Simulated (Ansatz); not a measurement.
NaCl in the rocksalt structure, relaxed with r2SCAN, was run in the PAW code Ansatz under altered settings. All numbers are computed, without spin polarisation but where a row says otherwise.

```
Na Cl
1.0
     0.00000    2.80270    2.80270
     2.80270    0.00000    2.80270
     2.80270    2.80270    0.00000
Na Cl
1 1
Direct
  0.00000 0.00000 0.00000
  0.50000 0.50000 0.50000
```

The base run's other keys:
```yaml
kpoints:
  mp_grid: { grid: [4, 4, 4] }
hamiltonian:
  xc: hse06
scf:
  occupations: { method: fixed }
  n_extra_bands: 4
```

It takes 9 iterations with 869 plane waves at 420 eV and 8 k points, and leaves a mean stress of +0.70 GPa. The gap over this mesh is 6.560 eV. It ran on 4 threads of Arm Neoverse N1, on a shared host.

Outcomes, with energy and stress as changes against the base:
```
                                    setting    outcome  ΔF (meV/atom)  Δ mean stress (GPa)  gap on the mesh (eV)  iterations  wall time
      PBE hybrid, exx coeff 1.0, unscreened  converged              –                 -1.9                13.844          17      5.6 s
     PBE hybrid, exx coeff 0.35, unscreened  converged              –                 -0.3                 8.144          11      4.4 s
   PBE hybrid, exx coeff 0.2, omega 0.1 1/Å  converged              –                 +0.1                 6.563           9      4.5 s
PBE hybrid, exx coeff 0.2, omega 0.2078 1/Å  converged              –                 +0.1                 6.281           9      4.5 s
                     basis.ecutrho_ratio: 8  converged            0.0                  0.0                 6.560           9      4.9 s
```
A dash marks a value that wasn't obtained or can't be compared. Stress is positive in compression. The base took 4.5 s.

- PBE hybrid, exx coeff 1.0, unscreened. That is 100 % exact exchange, at all ranges, against HSE06's 25 % screened at 0.208 1/Å. The mean stress moves by -1.9 GPa and the gap on the mesh by +7.283 eV (to 13.844). Totals of different functionals aren't comparable.
- PBE hybrid, exx coeff 0.35, unscreened. That is 35 % exact exchange, at all ranges, against HSE06's 25 % screened at 0.208 1/Å. The mean stress moves by -0.3 GPa and the gap on the mesh by +1.584 eV (to 8.144). Totals of different functionals aren't comparable.
- PBE hybrid, exx coeff 0.2, omega 0.2078 1/Å. That is 20 % exact exchange, screened with ω = 0.2078 1/Å, against HSE06's 25 % screened at 0.208 1/Å. The mean stress moves by +0.1 GPa and the gap on the mesh by -0.280 eV (to 6.281). Totals of different functionals aren't comparable.

Within 1 meV an atom, 0.1 GPa and 0.005 eV of the base stay: basis.ecutrho_ratio: 8.

The program warns that its thresholds are loose for a hybrid's stress.

The meshes of the hybrids are coarse, so their gaps aren't converged to the digits shown.
